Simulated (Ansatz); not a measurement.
HfO2 (tetragonal-ZrO2 type, space group P4_2/nmc)

```
CELL_PARAMETERS angstrom
      3.56753     0.00000     0.00000
      0.00000     3.56753     0.00000
      0.00000     0.00000     5.16669
ATOMIC_POSITIONS crystal
  Hf 0.00000 0.00000 0.00000
  Hf 0.50000 0.50000 0.50000
  O  0.00000 0.50000 0.20010
  O  0.00000 0.50000 0.70010
  O  0.50000 0.00000 0.29990
  O  0.50000 0.00000 0.79990
```

In this cell atom 6 (O, nearest neighbour Hf at 2.062 Å; its periodic images, 3.6 Å or more away, move with it) is moved by u·(0.707, 0.707, 0.000) + v·(0.000, 0.000, 1.000); the rest is frozen.

These are PBEsol (plane waves to 420 eV, PAW, scalar-relativistic; Ansatz, an electronic-structure program) values and carry that method's errors. k mesh 8×8×5 (Γ-centred), Fermi-Dirac smearing 0.05 eV. E stands for the smeared free energy. Points where atoms come too close for the PAW data are left out (x in tables, blank in figures). HfO2 is run without spin polarisation. HfO2 was relaxed with its symmetry unable to fall. Spin-orbit coupling is left out, though Hf is heavy. The PAW data are Ansatz's earlier set. This is a high-temperature form of HfO2. ΔE is measured from the undisplaced structure. Axes are in Å.

Q: Give the computed ΔE (eV/cell) at all points of the grid u = -0.310, -0.155, 0.000, 0.155, 0.310 by v = -0.310, -0.155, 0.000, 0.155, 0.310.

A: ΔE (eV/cell), with u across and v down:

| v \ u | -0.310 | -0.155 | 0.000 | 0.155 | 0.310 |
|---|---|---|---|---|---|
| -0.310 | 1.177 | 0.772 | 0.641 | 0.772 | 1.177 |
| -0.155 | 0.700 | 0.294 | 0.162 | 0.294 | 0.700 |
| 0.000 | 0.596 | 0.147 | 0.000 | 0.147 | 0.596 |
| 0.155 | 0.876 | 0.342 | 0.168 | 0.342 | 0.876 |
| 0.310 | x | 0.898 | 0.687 | 0.898 | x |

(A displaced cell: forces are minus the slopes of the energy, force constants its curvatures, and phonons follow from these.)
